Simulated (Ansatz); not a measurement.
NaLaMnMoO6 and the effect of the choice of potentials or basis

```
Na La Mn Mo O
1.0
     5.43212   -0.01130   -0.00034
     2.44365    4.93484   -0.01855
     0.10940    2.68471    5.04562
Na La Mn Mo O
1 1 1 1 6
Direct
  0.69740 0.05972 0.73638
  0.41072 0.51412 0.00994
  0.92147 0.57866 0.41655
  0.21633 0.97870 0.33337
  0.56869 0.61375 0.56391
  0.40995 0.05114 0.05764
  0.31236 0.21070 0.45135
  0.04288 0.86047 0.12140
  0.05836 0.76646 0.60633
  0.86183 0.36628 0.20313
```

The cell comes from a database or a generator and needn't be the stable form of this composition.

Kept alike: task single point; functional PBE; k mesh 6 × 6 × 5; occupations fermi-dirac, width 0.05 eV; collinear spin, ferromagnetic start. Program: Ansatz. Cutoffs run from 900 to 1800 eV. The mesh is that of the run's cell of 10 atoms. No spin-orbit coupling.

| choice of potentials or basis | pressure (GPa) |
| --- | --- |
| Ansatz NC | -0.02 |
| Ansatz PAW (files of its older set among them) | 0.04 |
| JTH PAW | 0.60 |
| PseudoDojo standard (PBE files) | -0.16 |
| SPMS NC | 0.28 |

Pressure is positive in compression, with a Pulay correction for the finite cutoff. The runs hold the magnetic state that their start led to, which needn't be the lowest.

**Question.** What does the choice of potentials or basis change here?

**Answer.** The pressure runs from -0.16 (PseudoDojo standard (PBE files)) to 0.60 GPa (JTH PAW).
